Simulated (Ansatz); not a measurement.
The cell below belongs to a search over invented structures; it isn't taken from experiment.

Input and command of a plane-wave DFT calculation in Ansatz:

```yaml
crystal:
  lattice:
    - [4.6836044004, 0.0, 0.0]
    - [-2.3418022002, 4.056120392, 0.0]
    - [0.0, 0.0, 6.7599424602]
  atoms:
    - { symbol: K, position: [0.0, 0.0, 0.5] }
    - { symbol: K, position: [0.3333333333, 0.6666666667, 0.0] }
    - { symbol: K, position: [0.3333333333, 0.6666666667, 0.5] }
    - { symbol: Al, position: [0.0, 0.0, 0.0] }
    - { symbol: O, position: [0.6666666667, 0.3333333333, 0.2520375817] }
    - { symbol: O, position: [0.6666666667, 0.3333333333, 0.7479624183] }
basis:
  ecutwfc: 420
kpoints:
  mp_grid: { grid: [12, 12, 6] }
hamiltonian:
  xc: pbe
scf:
  occupations: { method: gaussian, width: 0.02 }
output:
  forces: true
  stress: true
  eigenvalues: true
  write_density: true
  write_potential: true
  elf: true
  volumetric_format: npy
relax:
  adjacent_minimum: "off"
  f_tol: 0.01
  max_steps: 80
  cell: { stress_tol: 0.05 }
```

```bash
ansatz run input.yaml --threads 1 --pin off --max-ram 2560MiB --backend cpu --events-out ev --progress --plain --runs-dir out
```

Processor: AMD EPYC (Zen 3), 1 thread, on a host shared with other jobs.

Q: Estimate time, memory and problem size.

A: About 4.3 min, peak memory 0.52 GiB. It solves 27 bands at 76 k points (after reduction by symmetry) with about 2513 plane waves (on the last cell), in 26 SCF iterations over 4 ionic steps.
